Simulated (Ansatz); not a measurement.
Consider the following.

InSb:
```
CELL_PARAMETERS angstrom
      0.00000     3.04420     3.04420
      3.04420     0.00000     3.04420
      3.04420     3.04420     0.00000
ATOMIC_POSITIONS crystal
  In 0.00000 0.00000 0.00000
  Sb 0.50000 0.50000 0.50000
```

This is the r²SCAN-relaxed structure.

All from plane-wave PAW r²SCAN (Ansatz code), unless another level is named. Predict the electronic character.

metallic (no gap).

Predict the density of states at the Fermi level.

0.59 states/eV per atom (mean over ±0.08 eV).

Next, the formation energy from the elements (no fitted shifts)?

-0.049 eV/atom.

What about the gap with spin–orbit coupling?

none (metallic).

Space group Fm-3m (rock salt). The workflow started from a Materials Project entry (that database holds measured and hypothetical structures alike); the Crystallography Open Database copy checked does not list it. It is not the phase usual at ambient conditions (space group No. 216). The cell was relaxed with r²SCAN under the symmetry of its start; its stability against distortions is not shown here. The references are the lowest solids computed at this level, not always the standard phases. Scalar-relativistic: spin–orbit coupling is off unless named, which matters more the heavier the elements.

Potentials: the later of the program's two PAW sets.
